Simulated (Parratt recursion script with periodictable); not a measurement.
**Neutron reflectivity of CoSi2 on Al2O3: from fringes to thickness**

```
layer, from the top  thickness (Å)  density (g/cm³)  rms roughness of its top face (Å)  ρ (10⁻⁶ Å⁻²)  ρ″ (10⁻⁶ Å⁻²)
-------------------  -------------  ---------------  ---------------------------------  ------------  -------------
CoSi2                            ?            5.098                                3.2         2.878       0.002783
Al2O3 (substrate)                –            3.873                                3.5         5.562   2.943 × 10⁻⁵
```

ρ and ρ″ are the real and imaginary parts of the scattering length density. Vacuum lies above.

Densities are inputs, not measurements. They were set from computed cells of the Materials Project: CoSi2 from entry mp-2379 (Fm-3m, 5.098 g/cm³); Al2O3 from entry mp-1143 (R-3c, 3.873 g/cm³). A layer's crystal structure does not enter its constants, only its composition and density.

Calculation: specular neutron reflectivity, Parratt recursion, Névot-Croce roughness, natural isotopes, no magnetic scattering; Parratt recursion script with periodictable 1.7.1.

Neutron wavelength 4.1 Å. Q is scanned from 0.004 to 0.25 Å⁻¹ in 600 evenly spaced points, and the curve is smoothed with a Gaussian of 0.001 Å⁻¹ full width. A minimum is a scan point below both neighbours, placed by a parabola through ln R at the three points.

All minima between 0.025 and 0.14 Å⁻¹: Q = 0.0289, 0.0386, 0.0487, 0.0589, 0.0692, 0.0795, 0.0898, 0.1002, 0.1106, 0.1210, 0.1314 Å⁻¹.

Task: Find the film thickness d from the minima.

Result: For consecutive orders m, Q² = 16πρ + (2πm/d)², so u = (Q² − 16πρ)^½ rises by 2π/d from one minimum to the next. The film has 16πρ = 144.7 × 10⁻⁶ Å⁻², and u is 0.0263, 0.0367, 0.0472, 0.0577, 0.0681, 0.0786, 0.0890, 0.0995, 0.1099, 0.1204, 0.1308 Å⁻¹. A straight line through u against the count of the minimum has slope 0.01045 Å⁻¹, so d = 2π/slope = 601.3 Å.

The run used d = 600 Å; the estimate misses by 1.3 Å. The spacing of the first two listed minima alone, with ρ left out, gives 2π/ΔQ = 647.8 Å, 8.0 % too high.
